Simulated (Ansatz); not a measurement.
PbS (rock salt, Fm-3m), the program Ansatz at the r²SCAN level (PAW). The conduction-band minimum lies at A, with 1 equivalent valley. Second derivatives d²E/dk² of the lowest band at one valley (eV·Å²), along Cartesian directions:

```
direction  d²E/dk²
---------  -------
[100]        45.44
[010]        45.44
[001]        40.86
[110]        45.44
[101]        43.08
[011]        43.03
```

Q: Find the principal effective masses, the density-of-states mass and the conductivity mass.

A: Off-diagonal terms follow from H_xy = H[110] − (H_xx + H_yy)/2, and m*/mₑ = 7.620 eV·Å² over each eigenvalue: 0.17, 0.17, 0.19. One valley's DOS mass (m₁m₂m₃)^(1/3) = 0.17, conductivity mass 3/(Σ 1/mᵢ) = 0.17 mₑ.

Q: What effective density of states Nc follows at 300 K for parabolic valleys?

A: Nc = 2.509e19 × 1 × (0.17)^(3/2) ≈ 1.8e18 cm⁻³.

Symmetry was held in the r²SCAN relaxation. Point labels and valley counts follow the cell and symmetry of the run, lower than the named group. Scalar-relativistic: spin–orbit coupling is off unless named, which matters more the heavier the elements.

Potentials: the earlier of the program's two PAW sets.

Edges and masses are those of Kohn–Sham bands, whose gap is no quasiparticle gap.
